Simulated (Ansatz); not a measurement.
## Sr2MnGe2S6O: Electrostatic potentials at the S nuclei

Cell: a refined structure from the COD, ions relaxed with PBE at fixed cell.

```
Sr Mn Ge S O
1.0
     9.52060    0.00000    0.00000
     0.00000    9.52060    0.00000
     0.00000    0.00000    6.20020
Sr Mn Ge S O
4 2 4 12 2
Direct
  0.15729 0.65729 0.50260
  0.65729 0.84271 0.49740
  0.84271 0.34271 0.50260
  0.34271 0.15729 0.49740
  0.00000 0.00000 0.00000
  0.50000 0.50000 0.00000
  0.62664 0.12664 0.91852
  0.12664 0.37336 0.08148
  0.37336 0.87336 0.91852
  0.87336 0.62664 0.08148
  0.63427 0.13427 0.26822
  0.13427 0.36573 0.73178
  0.36573 0.86573 0.26822
  0.86573 0.63427 0.73178
  0.06294 0.17661 0.25149
  0.17661 0.93706 0.74851
  0.93706 0.82339 0.25149
  0.82339 0.06294 0.74851
  0.56294 0.32339 0.74851
  0.67661 0.56294 0.25149
  0.43706 0.67661 0.74851
  0.32339 0.43706 0.25149
  0.00000 0.50000 0.20419
  0.50000 0.00000 0.79581
```

Atom numbers follow the list; atoms alike are taken as one site, whose name carries the number of the first.

All values are calculated (Ansatz; DFT, PBE+U (U = 3.9 eV on Mn d), plane waves and PAW, scalar-relativistic, collinear spin, 420 eV cutoff, Γ-centred 2×2×4 k-points, Fermi–Dirac smearing 0.02 eV), not measured. Start moments as typed (μB): 0 0 0 0 5 -5 0 0 0 0 0 0 0 0 0 0 0 0 0 0 0 0 0 0 by atom.

The potential at a nucleus is that of all electrons and the other nuclei. A higher potential binds the core electrons more strongly, so differences between sites of one element are the initial-state part of core-level shifts.

(1) Rank the S sites by the potential at the nucleus, lowest first, and give each against the lowest.
A. atom 11: 1 Ge at 2.17 Å; also 3 Sr at 3.13–3.16 Å
B. atom 15: 1 Ge at 2.23 Å, 1 Mn at 2.37 Å, angle 111°; also 2 Sr at 3.05–3.07 Å

## Answers

(1) A (0.00 V), B (0.16 V).

The largest force is 0.5 eV/Å, so the atoms aren't at the calculated equilibrium and relaxing them would move these values. The magnetic order is the one that the run reached from its start moments, not necessarily the measured one.
